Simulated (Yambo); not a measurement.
Yambo run on PdSO₄ (space group C2/c, No. 15). The wavefunctions are PBEsol (pw.x of Quantum ESPRESSO, ONCV potentials, no spin-orbit coupling) ones on a 2×2×2 mesh (48 occupied bands); a = b = 4.913 Å, c = 7.778 Å, α = β = 98.14°, γ = 80.67°.

Yambo input:

```
rim_cut
gw0
dyson
el_el_corr
HF_and_locXC
ppa
em1d
RandQpts= 1000000
RandGvec= 1 Ry
EXXRLvcs= 84 Ry
VXCRLvcs= 336 Ry
Chimod= "HARTREE"
% BndsRnXp
 9 | 278 |
%
NGsBlkXp= 7 Ry
% LongDrXp
 1.0 | 1.0 | 1.0 |
%
PPAPntXp= 15 eV
% GbndRnge
 1 | 278 |
%
GTermKind= "BG"
DysSolver= "n"
ExtendOut
% QPkrange
 5 | 5 | 48 | 49 |
%
```

k points by index: 5 = (-0.5, -0.5, 0).

Table of the .qp output:

```
#    K-point    Band    Eo [eV]    E [eV]    E-Eo [eV]    Vxc [eV]    Vnlxc [eV]    Sc|Eo [eV]    Sc|E [eV]    dSc/dw|Eo [eV]    Re(Z)    Im(Z)
#
    5    48    0.000000    -0.585789    -0.585789    -22.05587    -27.59095    4.756008    4.949284    -8.974524    0.751983    -0.002050
    5    49    0.937530    2.121716    1.184185    -23.16099    -18.58237    -3.007056    -3.394434    -8.900377    0.753527    -0.001987
```
(The two width columns are left out.) Convergence of these settings isn't established.

Geometry of the Materials Project entry, not relaxed at this level.

The structure is a Materials Project entry; no match was found in the copy of COD used, and its stability was not checked.
